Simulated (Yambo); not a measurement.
Consider the following.

```
CELL_PARAMETERS angstrom
      1.57864     0.91143     6.03780
     -1.57864     0.91143     6.03780
      0.00000    -1.82285     6.03780
ATOMIC_POSITIONS crystal
  S  0.57913 0.57913 0.57913
  S  0.75282 0.75282 0.75282
  W  0.99935 0.99935 0.99935
```

Workflow: PBEsol (pw.x of Quantum ESPRESSO, ONCV potentials, with spin-orbit coupling), then G0W0 in Yambo (4×4×4 Γ-centred k mesh, bands 5 to 214 and a 8 Ry block in the screening, 214 bands in G with the Bruneval-Gonze terminator, plasmon pole fitted at 27.2 eV).

Problem. Give the PBEsol and G0W0 gaps between the band edges found on this mesh, and say where the edges lie.

Solution. Edges: Z → (0, 0, 0.25). PBEsol: 1.17 eV; G0W0: 1.65 eV. The mesh misses an edge: along a dense path the PBEsol gap is 0.75 eV. Convergence of the G0W0 settings was not tested. 

Geometry relaxed with PBE+D3(BJ).

This is not the ordinary phase of the substance.
